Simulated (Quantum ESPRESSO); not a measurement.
**Solid-state NMR card for PbF₂ (changed cell)**

```yaml
crystal:
  lattice:
    - [0.00000, 2.94316, 2.98753]
    - [2.94316, 0.00000, 2.98753]
    - [2.94316, 2.94316, 0.00000]
  atoms:
    - { symbol: Pb, position: [0.00000, 0.00000, 0.00000] }
    - { symbol: F, position: [0.75000, 0.75000, 0.75000] }
    - { symbol: F, position: [0.25000, 0.25000, 0.25000] }
```
The cell was made here from a computed Materials Project entry: strained by +1 % along the cube axis and by -0.5 % across it, atoms relaxed (PBE without dispersion, pw.x of a modified build of Quantum ESPRESSO, symmetry kept). The parent is PbF2 in Fm-3m; whether this form has been observed was not checked. Stability against distortions was not tested.

These are absolute shieldings with no macroscopic susceptibility term; δ = σ_ref − σ needs a reference computed alike. In our sweeps, cutoffs and meshes of this size left a few ppm, and up to some 20 ppm on atoms from Zn on. No spin–orbit coupling; Pb is the heaviest element present.

Shieldings of H and of elements past Ba are not listed.

What do the calculations give at each independent site (shieldings by PBE GIPAW (Quantum ESPRESSO, JTH PAW datasets), 22.5 Ha, k-mesh 4×4×4 shifted, f-sum rule met within 0.003 %)?


```tsv
site	site symmetry	σ_iso (ppm)
Pb (atom 1)	4/mmm	–
F (atoms 2, 3)	-4m2	161
```
